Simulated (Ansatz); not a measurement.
Ansatz 0.2.0, settings compared: Rb2NaScF6

The command:

```bash
ansatz run input.yaml --threads 1 --pin off --max-ram 2560MiB --backend cpu --events-out ev --progress --plain --runs-dir out
```

The input file (Ansatz 0.2.0, plane waves):

```yaml
crystal:
  lattice:
    - [0.0, 4.287208, 4.287208]
    - [4.287208, 0.0, 4.287208]
    - [4.287208, 4.287208, 0.0]
  atoms:
    - { symbol: Rb, position: [0.25, 0.25, 0.25] }
    - { symbol: Rb, position: [0.75, 0.75, 0.75] }
    - { symbol: Sc, position: [0.0, 0.0, 0.0] }
    - { symbol: F, position: [0.7658, 0.2342, 0.2342] }
    - { symbol: F, position: [0.2342, 0.7658, 0.2342] }
    - { symbol: F, position: [0.2342, 0.7658, 0.7658] }
    - { symbol: F, position: [0.7658, 0.2342, 0.7658] }
    - { symbol: F, position: [0.2342, 0.2342, 0.7658] }
    - { symbol: F, position: [0.7658, 0.7658, 0.2342] }
    - { symbol: Na, position: [0.5, 0.5, 0.5] }
  symmetry: { tolerance: 0.0003 }
kpoints:
  mp_grid: { grid: [4, 4, 4], shift: [0, 0, 0] }
magnetization:
  spin_polarized: false
scf:
  occupations: { method: fermi_dirac }
hamiltonian:
  pseudopotentials: { kind: paw }
  xc: pbesol
basis:
  ecutwfc: 420
output:
  forces: true
  stress: true
  eigenvalues: true
```

Origin of the cell: a known structure type with other elements, at an estimated volume, so it need not be a known compound.

The smearing width isn't typed, so it takes its default of 0.1 eV.

Output of this run (shortened):

```
SCF iter   1: F=—  HF=-14840.387846 eV  Δρ=1.24e-2  dr2=1.57e-1
SCF iter   2: F=—  HF=-14840.346360 eV  Δρ=3.20e-3  dr2=8.25e-3  defer=34
SCF iter   3: F=—  HF=-14840.344425 eV  Δρ=8.03e-4  dr2=7.61e-4  defer=26
SCF iter   4: F=—  HF=-14840.344541 eV  Δρ=1.98e-4  dr2=4.32e-5  defer=26
SCF iter   5: F=—  HF=-14840.344704 eV  Δρ=3.31e-5  dr2=1.15e-6  defer=26
SCF iter   6: F=—  HF=-14840.344706 eV  Δρ=1.04e-5  dr2=1.01e-7
SCF iter   7: F=-14840.344706 eV  HF=-14840.344706 eV  Δρ=1.51e-6  dr2=3.50e-9
SCF 1 converged in 7 iterations: F = -14840.344706 eV  dr2 = 3.50e-9
SCF converged after 7 iterations
Free energy (F): -14840.344706 eV
Harris-Foulkes:  -14840.344706 eV  (|F-HF|=1.03e-8)
Internal energy: -14840.344706 eV  (E = F + TS)
E sigma→0 (E₀):  -14840.344706 eV
Fermi energy:    5.578312 eV
--- Per-component energies (eV) ---
  E_band       = -710.894263
  E_kinetic    = 2010.500129
  E_local      = -6949.375274  (includes V_loc(G=0)·N_el)
  E_nonlocal   = 986.362060
  E_hartree    = 2465.124895
  E_xc         = -877.224572
  E_vxc        = -1065.969528  (∫ρ·V_xc dr)
  E_paw        = -7483.871141  (= ΣΔE_a)
  E_vpaw       = -622.675225  (= ΣTr[D̂ρ^β])
  E_aug_tail   = 0.012328  (compensation charges beyond the density's cutoff)
  E_ewald      = -4992.558848
  E_core_change = 0.685716  (= ΣΔE_core)
  E_smearing   = -0.000000  (= −TS)
  Σ components = -14840.344706   (vs F -14840.344706, Δ=0.00e0)
--- Forces (eV/Å), atoms counted from 1 ---
  atom   1  Rb    -0.000000     0.000000     0.000000
  atom   2  Rb    -0.000000    -0.000000    -0.000000
  atom   3  Sc     0.000000    -0.000000    -0.000000
[… 2 lines left out …]
  atom   6  F     -0.054351     0.000000     0.000000
  atom   7  F     -0.000000    -0.054351     0.000000
  atom   8  F      0.000000    -0.000000     0.054351
  atom   9  F     -0.000000     0.000000    -0.054351
  atom  10  Na     0.000000    -0.000000     0.000000
  max |Σ_I F_I| component: 1.39e-17 eV/Å
--- Stress (GPa, compression-positive) ---
        0.211275      -0.000000      -0.000000
       -0.000000       0.211275       0.000000
        0.000000       0.000000       0.211275
  P = ⅓ Tr σ = 0.2113 GPa (2.113 kbar)
```

The same input was run again with these changes:

1. `basis.ecutwfc` 420 → "40.4 Ry"; `scf.occupations.method` fermi_dirac → cold; `scf.occupations.width` default → 0.05; typed moments: none
2. `accuracy` default → high; `basis.ecutrho_ratio` default → 4
3. `scf.mixing.preconditioner` default → ldos
4. `scf.occupations.method` fermi_dirac → cold; `scf.occupations.width` default → 0.3; `scf.mixing.preconditioner` default → none

```csv
run,end,SCF iterations,P (GPa),max force component (eV/Å),moment (μB),ΔE(σ→0) (meV/atom)
base,converged,7,0.21,0.054,–,0
1,converged,6,0.21,0.055,–,-3.03
2,converged,9,0.21,0.054,–,0.00
3,converged,6,0.21,0.054,–,0.00
4,converged,6,0.21,0.054,–,0.00
```

Energies are compared only where functional, datasets, charge and starting cell are the same.

Run 4: wide smearing.

The base run took 2.3 s of wall time on 1 CPU thread(s) of a shared host, from the program's own first density.
